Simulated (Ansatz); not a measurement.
**CuO₂: which magnetic state is lowest?**

All numbers below come from DFT PBE, scalar-relativistic, plane waves, PAW in Ansatz 0.2.0.

```
Cu O
1.0
     2.42129    0.00000    0.00000
     0.00000    6.44595    0.00000
     0.00000    0.00000    7.06704
Cu O
1 2
Direct
  0.00000 0.50000 0.00000
  0.00000 0.50000 0.41243
  0.00000 0.50000 0.58757
```

The plane-wave cutoff is 420 eV and the Γ-centred k-mesh is 18×8×6. The occupation rule is Gaussian smearing, 0.1 eV, the list of starting moments (μB, in atom order) is 0 1 1 and the check for lower electronic states after the SCF is off.

Each order was relaxed in cell and atoms. Site moments are spin moments in atom-centred spheres that scale with the neighbour distance. The states are those that the runs reached from these starts; a lower one can exist. No antiferromagnetic start is among these.

Question: Starts tried: no spin; ferromagnetic. Which state comes out lowest, and what are the moments?

Answer: The lowest state is ferromagnetic, reached from the start “ferromagnetic”, with site moments (μB) O +0.31 (×2).

```
        start ends energy above lowest (meV/atom) site moments (μB) gap on mesh (eV) volume (Å³/atom)
      no spin non-magnetic                            65.9     none over 0.05             metal             37.69
ferromagnetic ferromagnetic                            0.00       O +0.31 (×2) metal             40.58
```

Cost: 2 runs of about 14 core-minutes in all, on Intel Xeon 6975P-C (Granite Rapids) (shared hosts).